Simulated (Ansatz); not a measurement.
W (bcc, W type)

```xyz
2
Lattice="-3.1837 3.1837 3.1837 1.5918 -1.5918 1.5918 1.5918 1.5918 -1.5918" Properties=species:S:1:pos:R:3 pbc="T T T"
W      0.0000     0.0000     0.0000
W      1.5918     1.5918     1.5918
```

A phonon eigenvector at N = (0.5, 0.0, 0.0) is frozen into this cell: atom i moves by Q times the vector below, so Q is the largest atomic displacement, in Å. The cell is held. (q is in reciprocal vectors of the primitive cell; the cell shown is doubled to hold the pattern.)

```tsv
atom	x	y	z
W1	0.000	-0.707	-0.707
W2	0.000	0.707	0.707
```

Computed with PBE (plane waves to 420 eV, PAW, scalar-relativistic; Ansatz, a program for electronic structure). k mesh 10×20×20 (Γ-centred), Fermi-Dirac smearing 0.05 eV. Left out: 4 of 13 points, with atoms too close for the PAW data. With partly filled bands, energies and forces of such displacements shift with the k mesh and the smearing. Spin-orbit coupling is left out, though W is heavy. The PAW data are Ansatz's earlier set. W is run without spin polarisation. W was relaxed with its symmetry unable to fall. 

```tsv
Q (Å)	−dE/dQ from forces (eV/Å)
-0.187	11.159
-0.140	8.556
-0.093	5.821
-0.047	2.973
0.000	0.000
0.047	-2.973
0.093	-5.821
0.140	-8.556
0.187	-11.159
```

### Question
What harmonic wavenumber does the curvature at Q = 0 give?

### Answer
218 cm⁻¹. E″ = 64.16 eV/Å², M = Σ mᵢ|uᵢ|² = 367.7 u, ν̃ = 521.5·√(|E″|/M).

(For displaced atoms, the force is minus the slope of the energy, and its curvature is a force constant, which sets phonon frequencies.)
